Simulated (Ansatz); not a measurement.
**CrB-type SrPb**

**What was measured.** A cell as deposited of orthorhombic SrPb (space group Cmcm), temperature not stated, from the Crystallography Open Database (1967), has axes, shortest first, 4.648, 5.018, 12.230 Å and 35.66 Å³/atom.

Computed with Ansatz (plane waves, PAW, 420 eV cutoff): PBEsol, scalar-relativistic, no spin polarisation, Γ-centred 8×8×8 mesh, 0.05 eV Gaussian smearing. The datasets are Ansatz's generated set soft_2.

```
Sr Pb
1.0
     2.51552   -6.08773    0.00000
     2.51552    6.08773    0.00000
     0.00000    0.00000    4.62156
Sr Pb
2 2
Direct
  0.86610 0.13390 0.25000
  0.13390 0.86610 0.75000
  0.58441 0.41559 0.25000
  0.41559 0.58441 0.75000
```

The start was a prototype's sites filled with these elements; the Crystallography Open Database holds the compound in this structure.

The cell above was scaled in volume, and shape and atoms were relaxed at each volume within its symmetry. Energies are counted from the cell above.

```tsv
V (Å³/atom)	ΔE (meV/atom)	P from the stress (GPa)
33.971	5.99	1.41
34.679	1.43	0.67
35.387	0.00	0.00
36.095	1.34	-0.59
36.802	5.15	-1.12
```

**Question.** Do the energies and the pressures agree? Compare −ΔE/ΔV between neighbouring points (1 meV/Å³ = 0.1602 GPa) with the mean of their pressures.

**Answer.** 
```json
{"interval (Å³/atom)": "33.97 to 34.68", "−ΔE/ΔV (GPa)": "1.0", "mean P (GPa)": "1.0"}
{"interval (Å³/atom)": "34.68 to 35.39", "−ΔE/ΔV (GPa)": "0.3", "mean P (GPa)": "0.3"}
{"interval (Å³/atom)": "35.39 to 36.09", "−ΔE/ΔV (GPa)": "-0.3", "mean P (GPa)": "-0.3"}
{"interval (Å³/atom)": "36.09 to 36.80", "−ΔE/ΔV (GPa)": "-0.9", "mean P (GPa)": "-0.9"}
```
They differ by 0.01 GPa at most.

**Question.** What do the two routes give for V0, B0 and B0′?

**Answer.** A third-order Birch–Murnaghan fit of the energies: V0 = 35.38 Å³/atom, B0 = 31 GPa, B0′ = 4.8. A polynomial of P in ln V, with B = −dP/d ln V at P = 0: V0 = 35.39 Å³/atom, B0 = 31 GPa, B0′ = 4.7.

B0·V0 = 31.4 GPa × 35.38 Å³ = 6.93 eV/atom sets the scale: near the minimum ΔE ≈ ½ B0 V0 x², with x = V/V0 − 1, and a pressure of 0.3 GPa squeezes the volume by about 1 %. At the ends of the curve: x = −4.0 % predicts 5.5 meV/atom and the run gives 6.0; x = +4.0 % predicts 5.6 meV/atom and the run gives 5.2. The curve is steeper than the parabola on the compressed side and flatter on the expanded side: the bulk modulus rises with pressure.

**Against experiment.** PBEsol gives 4.622, 5.031, 12.175 Å and 35.39 Å³/atom, −0.8 % in volume (−0.3 % in length) from the database's cell. The axes miss by −0.6 %, +0.3 %, −0.4 %, so errors cancel in the volume. PBEsol was built to cure PBE's overestimate of volumes, and the static lattice lacks thermal expansion.

Spin–orbit coupling, which matters for such heavy elements, is left out. The run is a metal.
